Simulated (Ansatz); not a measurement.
Polymorphs of BC5, each relaxed with plane-wave PAW PBEsol (Ansatz code):

A: I-4m2
a = 2.501 Å, b = 2.501 Å, c = 11.349 Å, α = 90.00°, β = 90.00°, γ = 90.00°

| atom | site | symmetry | x | y | z |
|---|---|---|---|---|---|
| B | 2c | -4m2 | 0.0000 | 0.5000 | 0.2500 |
| C | 4e | 2mm. | 0.0000 | 0.0000 | 0.1561 |
| C | 2b | -4m2 | 0.0000 | 0.0000 | 0.5000 |
| C | 4f | 2mm. | 0.5000 | 0.0000 | 0.0800 |

B: P3m1
a = b = 2.538 Å, c = 6.364 Å, α = β = 90.00°, γ = 120.00°

| atom | site | symmetry | x | y | z |
|---|---|---|---|---|---|
| B | 1a | 3m. | 0.0000 | 0.0000 | 0.0036 |
| C | 1b | 3m. | 0.3333 | 0.6667 | 0.1112 |
| C | 1b | 3m. | 0.3333 | 0.6667 | 0.3464 |
| C | 1c | 3m. | 0.6667 | 0.3333 | 0.4288 |
| C | 1c | 3m. | 0.6667 | 0.3333 | 0.6719 |
| C | 1a | 3m. | 0.0000 | 0.0000 | 0.7504 |

Order them by energy per atom at 0 K (lowest first) at the level PBEsol.

A (+0 meV/atom), B (+35 meV/atom)

Built on a structure type that need not be the filed one of that space group: B. Standing as an ambient phase not checked: A; B. All cells were relaxed under the symmetry of their starts (and spin orders); stability against distortions was not tested throughout.

Energies hold the estimated change up to a 700 eV cutoff; steps of a few meV lie near the error of the meshes.

Potentials: the later of the program's two PAW sets.
